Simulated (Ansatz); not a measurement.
Consider the following.

TaP:
```cif
data_P2Ta2
_chemical_formula_sum 'Ta2 P2'
_space_group_name_H-M_alt 'P 1'
_space_group_IT_number 1
_cell_length_a 6.10484
_cell_length_b 6.10484
_cell_length_c 6.10484
_cell_angle_alpha 148.540
_cell_angle_beta 148.540
_cell_angle_gamma 45.089
loop_
_space_group_symop_operation_xyz
  'x, y, z'
loop_
_atom_site_label
_atom_site_type_symbol
_atom_site_fract_x
_atom_site_fract_y
_atom_site_fract_z
_atom_site_occupancy
Ta1 Ta 0.99937 0.49937 0.50000 1
Ta2 Ta 0.24937 0.24937 0.00000 1
P1 P 0.41663 0.91663 0.50000 1
P2 P 0.66663 0.66663 0.00000 1
```

This is the PBEsol-relaxed structure.

All from the program Ansatz at the PBEsol level (PAW), unless another level is named. Give the highest zone-centre frequency.

12.29 THz.

What about the bulk modulus (Birch–Murnaghan fit)?

217 GPa.

Space group I4_1md. The workflow started from a Materials Project entry (that database holds measured and hypothetical structures alike); the Crystallography Open Database copy checked does not list it. COD files the formula under space group No. 141, so this cell is another polymorph or a model. Whether it is the stable phase at ambient conditions was not checked. The cell was relaxed with PBEsol under the symmetry of its start; of distortions, only those at the zone centre were tested. The run is not spin-polarised. A small band overlap can be real or an error of a semilocal functional. As this level gives no gap, phonon frequencies hold no LO–TO term and depend on the k-mesh and smearing (Fermi–Dirac, 0.1 eV here). Scalar-relativistic: spin–orbit coupling is off unless named, which matters more the heavier the elements.

Potentials: the earlier of the program's two PAW sets.
